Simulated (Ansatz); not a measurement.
AgI:
```xyz
2
Lattice="0.0000 3.2250 3.2250 3.2250 0.0000 3.2250 3.2250 3.2250 0.0000" Properties=species:S:1:pos:R:3 pbc="T T T"
Ag     4.8375     4.8375     4.8375
I      0.0000     0.0000     0.0000
```

The program Ansatz at the PBEsol level (PAW) gives a gap of 1.20 eV without spin–orbit coupling, maximum at Γ, minimum at Γ.

What happens when spin–orbit coupling is switched on?

The gap shrinks by 0.23 eV, to 0.97 eV; maximum on the K–Γ line, 97 % of the way from K, minimum at Γ.

How large is the spin–orbit splitting of the valence top at Γ?

The fourfold level lies 0.66 eV above the split-off pair.

Space group F-43m (zinc blende). The PBEsol relaxation kept the symmetry of its start. No spin polarisation was allowed.

Potentials: the later of the program's two PAW sets.
